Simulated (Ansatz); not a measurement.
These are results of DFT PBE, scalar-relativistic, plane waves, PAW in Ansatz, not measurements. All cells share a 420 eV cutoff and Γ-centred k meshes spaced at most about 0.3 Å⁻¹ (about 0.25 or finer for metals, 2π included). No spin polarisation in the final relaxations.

Each of these unrelaxed guesses is relaxed in cell and atoms within its symmetry. A guess keeps its type if space group and coordination stay and the shape of the cell changes little (axis ratios within about 15 %, angles within 6°); the volume may change.

1. Na2LuH5

```cif
data_structure
_symmetry_space_group_name_H-M 'Immm'
_symmetry_Int_Tables_number 71
_cell_length_a 5.2780
_cell_length_b 5.3595
_cell_length_c 6.8708
_cell_angle_alpha 90.000
_cell_angle_beta 90.000
_cell_angle_gamma 90.000
_cell_volume 194.36
loop_
_atom_site_label
_atom_site_type_symbol
_atom_site_symmetry_multiplicity
_atom_site_Wyckoff_symbol
_atom_site_fract_x
_atom_site_fract_y
_atom_site_fract_z
_atom_site_occupancy
Na1 Na 2 a 0.00000 0.00000 0.00000 1
Na2 Na 2 c 0.00000 0.00000 0.50000 1
Lu1 Lu 2 b 0.50000 0.00000 0.00000 1
H1 H 8 m 0.75001 0.50000 0.31370 1
H2 H 2 d 0.00000 0.50000 0.00000 1
```

2. ScAl3P2

```cif
data_structure
_symmetry_space_group_name_H-M 'P4/mmm'
_symmetry_Int_Tables_number 123
_cell_length_a 5.3127
_cell_length_b 5.3127
_cell_length_c 3.9606
_cell_angle_alpha 90.000
_cell_angle_beta 90.000
_cell_angle_gamma 90.000
_cell_volume 111.79
loop_
_atom_site_label
_atom_site_type_symbol
_atom_site_symmetry_multiplicity
_atom_site_Wyckoff_symbol
_atom_site_fract_x
_atom_site_fract_y
_atom_site_fract_z
_atom_site_occupancy
Sc1 Sc 1 a 0.00000 0.00000 0.00000 1
Al1 Al 2 f 0.00000 0.50000 0.00000 1
Al2 Al 1 c 0.50000 0.50000 0.00000 1
P1 P 2 e 0.00000 0.50000 0.50000 1
```

3. La2Hf3C

```cif
data_structure
_symmetry_space_group_name_H-M 'R-3m:H'
_symmetry_Int_Tables_number 166
_cell_length_a 5.1412
_cell_length_b 5.1412
_cell_length_c 14.4015
_cell_angle_alpha 90.000
_cell_angle_beta 90.000
_cell_angle_gamma 120.000
_cell_volume 329.66
loop_
_atom_site_label
_atom_site_type_symbol
_atom_site_symmetry_multiplicity
_atom_site_Wyckoff_symbol
_atom_site_fract_x
_atom_site_fract_y
_atom_site_fract_z
_atom_site_occupancy
La1 La 6 c 0.33333 0.66667 0.00024 1
Hf1 Hf 9 d 0.83333 0.66667 0.16667 1
C1 C 3 a 0.00000 0.00000 0.00000 1
```

Question: Which keep their type?

Answer: Guess 2 keeps its type.

| guess | kept | start group | end group | V start (Å³/atom) | V end | b/a and c/a, end over start | nearest neighbours start | nearest neighbours end |
| --- | --- | --- | --- | --- | --- | --- | --- | --- |
| 1 | no | Immm | Immm | 12.1 | 17.1 | 1.21, 1.04 | H 2/8, Lu 4, Na 4/8 | H 4, Lu 4, Na 4 |
| 2 | yes | P4/mmm | P4/mmm | 18.6 | 23.1 | 1.00, 1.10 | Al 2/4, P 2, Sc 4 | Al 2/4, P 2, Sc 4 |
| 3 | no | R-3m | R-3m | 18.3 | 22.3 | 1.00, 0.68 | C 12, Hf 8, La 9 | C 6, Hf 2, La 4 |

Neighbours count within 15 % of an atom's shortest distance; end groups are read at 0.02 Å (0.05 Å in metals).

Spin–orbit coupling, which can matter for Hf, is left out. A magnetic state wasn't ruled out in cells without spin, among them La2Hf3C R-3m. Cells relaxed within their symmetry can be saddle points.

In counts of neighbours, a slash parts the counts of unlike sites.
